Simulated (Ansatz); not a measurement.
TiC (rock salt)

```xyz
2
Lattice="0.0000 2.1665 2.1665 2.1665 0.0000 2.1665 2.1665 2.1665 0.0000" Properties=species:S:1:pos:R:3 pbc="T T T"
C      0.0000     0.0000     0.0000
Ti     2.1665     2.1665     2.1665
```

E(V) scan at fixed shape, V₀ the volume above. Symmetry pins the atoms to their sites.

These are PBE (plane waves to 420 eV, PAW, scalar-relativistic; Ansatz, a program for electronic structure) values and carry that method's errors. k mesh 18×18×18 (Γ-centred), Fermi-Dirac smearing 0.05 eV. The energy includes the smearing's −TS. Stress and pressure are positive under compression. TiC is run without spin polarisation. TiC was relaxed with its symmetry unable to fall. ΔE is measured from the relaxed starting cell. The last digit holds for this mesh only.

```json
[
 {"V (Å³/atom)": "9.559", "ΔE (meV/atom)": "31.7"},
 {"V (Å³/atom)": "9.661", "ΔE (meV/atom)": "21.6"},
 {"V (Å³/atom)": "9.762", "ΔE (meV/atom)": "13.6"},
 {"V (Å³/atom)": "9.864", "ΔE (meV/atom)": "7.5"},
 {"V (Å³/atom)": "9.966", "ΔE (meV/atom)": "3.3"},
 {"V (Å³/atom)": "10.067", "ΔE (meV/atom)": "0.8"},
 {"V (Å³/atom)": "10.169", "ΔE (meV/atom)": "0.0"},
 {"V (Å³/atom)": "10.271", "ΔE (meV/atom)": "0.8"},
 {"V (Å³/atom)": "10.373", "ΔE (meV/atom)": "3.1"},
 {"V (Å³/atom)": "10.474", "ΔE (meV/atom)": "6.8"},
 {"V (Å³/atom)": "10.576", "ΔE (meV/atom)": "11.9"},
 {"V (Å³/atom)": "10.678", "ΔE (meV/atom)": "withheld"},
 {"V (Å³/atom)": "10.779", "ΔE (meV/atom)": "26.0"}
]
```

Fit a third-order Birch-Murnaghan form (E₀, V₀, B₀, B₀′ free) to the given rows and predict ΔE at V = 10.678.

Least squares on the 12 given rows: ΔE = E₀ + (9V₀B₀/16)·y²·[2 + (B₀′ − 4)y], y = (V₀/V)^(2/3) − 1, with V₀ = 10.169 Å³/atom, B₀ = 250.6 GPa (160.2 GPa = 1 eV/Å³; the term in eV is multiplied by 1000), B₀′ = 3.96, E₀ = -0.01 meV/atom; root-mean-square residual 0.02 meV/atom. At 10.678 the fit gives 18.4 meV/atom; the calculation gives 18.3 meV/atom, so the interpolation is off by 0.1 (+0.5 %). For the pressure the fit gives -11.1 GPa against the computed -11.1 GPa.

(A scan under strain: stresses follow from slopes of the energy per volume, elastic moduli from its curvatures.)
